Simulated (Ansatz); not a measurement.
BeTe:
```cif
data_Be2Te2
_chemical_formula_sum 'Be2 Te2'
_space_group_name_H-M_alt 'P63/mmc'
_space_group_IT_number 194
_space_group_name_Hall '-P 6c 2c'
_cell_length_a 3.80127
_cell_length_b 3.80127
_cell_length_c 5.97750
_cell_angle_alpha 90.000
_cell_angle_beta 90.000
_cell_angle_gamma 120.000
loop_
_atom_site_label
_atom_site_type_symbol
_atom_site_symmetry_multiplicity
_atom_site_Wyckoff_symbol
_atom_site_fract_x
_atom_site_fract_y
_atom_site_fract_z
_atom_site_occupancy
Be1 Be 2 a 0.00000 0.00000 0.00000 1
Te1 Te 2 c 0.33333 0.66667 0.25000 1
```

Relaxed with the program Ansatz at the PBEsol level (PAW). Indices refer to the conventional cell of P6_3/mmc, a = b = 3.8013 Å, c = 5.9775 Å, α = β = 90.00°, γ = 120.00°.

Q: Simulate the powder diffraction pattern (neutron, λ = 1.5401 Å; lines above 1 %) up to 2θ = 90°.

A: Simulated powder pattern, neutron, λ = 1.5401 Å (kinematic, ideal powder, no thermal factors, coherent scattering alone; the 30 strongest lines at most, above 1 %, up to 2θ = 90°):

```csv
2θ (°),d (Å),I/Imax (%),hkl
27.06,3.292,22,(1 0 -1 0)
29.86,2.989,1.0,(0002)
30.98,2.884,36,(1 0 -1 1)
40.73,2.213,100,(1 0 -1 2)
47.80,1.901,61,(1 1 -2 0)
53.71,1.705,14,(1 0 -1 3)
55.79,1.646,6.1,(2 0 -2 0)
57.39,1.604,1.9,(1 1 -2 2)
58.06,1.587,12,(2 0 -2 1)
62.03,1.494,13,(0004)
64.56,1.442,47,(2 0 -2 2)
68.93,1.361,9.0,(1 0 -1 4)
74.72,1.269,8.6,(2 0 -2 3)
76.47,1.244,7.9,(2 1 -3 0)
78.42,1.218,16,(2 1 -3 1)
81.92,1.175,57,(1 1 -2 4)
84.19,1.149,68,(2 1 -3 2)
86.52,1.124,7.3,(1 0 -1 5)
88.21,1.106,6.8,(2 0 -2 4)
89.13,1.097,26,(3 0 -3 0)
```

This is a known high-pressure phase of the composition, computed here at zero pressure and temperature. The cell was relaxed with PBEsol under the symmetry of its start. At this level the phase is dynamically unstable (imaginary phonons). Spin–orbit coupling is left out wherever it is not named.

Potentials: the earlier of the program's two PAW sets. The files were generated under PBE; for other functionals the program regenerates the frozen cores, and for LDA and PBEsol the local potential too.
